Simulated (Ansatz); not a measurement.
Field gradients at the nuclei in P under strain

The cell is a structure deposited in the COD, relaxed with PBE at fixed cell and then changed (z compressed by 3 %, ions relaxed).

```yaml
crystal:
  lattice:
    - [1.65545, -5.15950, 0.00000]
    - [1.65545, 5.15950, 0.00000]
    - [0.00000, 0.00000, 4.18749]
  atoms:
    - { symbol: P, position: [0.89487, 0.10513, 0.07269] }
    - { symbol: P, position: [0.60513, 0.39487, 0.57269] }
    - { symbol: P, position: [0.10513, 0.89487, 0.92731] }
    - { symbol: P, position: [0.39487, 0.60513, 0.42731] }
```

Atom numbers follow the list; atoms alike are taken as one site, whose name carries the number of the first.

Method: Kohn–Sham DFT in Ansatz, PBE, plane waves and PAW, scalar-relativistic, 420 eV cutoff, Γ-centred 15×15×11 k-points, Fermi–Dirac smearing 0.05 eV.

Conventions: |V_zz| ≥ |V_yy| ≥ |V_xx|, η = (V_xx − V_yy)/V_zz, C_Q = eQV_zz/h.

| site | atoms (order as listed) | first shell | V_zz (10²¹ V/m²) | η | C_Q (MHz) |
| --- | --- | --- | --- | --- | --- |
| P | 1, 2, 3, 4 | 3 P at 2.22–2.25 Å | -6.90 | 0.08 | – |

The structure holds P–P bonds (2.22 Å). At P V_zz stands upright on the plane through its three neighbours (within 5°).

P has no stable isotope with a ground-state quadrupole moment in the table, so no C_Q is given.

The run finds no gap above 0.1 eV (a metal, or nearly one), so the gradients can move by 10 % or more with the k-mesh. Semilocal functionals make gaps too small and can close them, so the real compound need not be a metal.

The relaxation (4 steps) took 39 s of wall time (39 s of CPU time) and 0.75 GiB at its peak, on 1 thread of Intel Xeon 6975P-C (Granite Rapids) (x86_64; 16 cores open to the job, memory cap 3.0 GiB, no GPU), a shared host with a load of 0.6 a core.
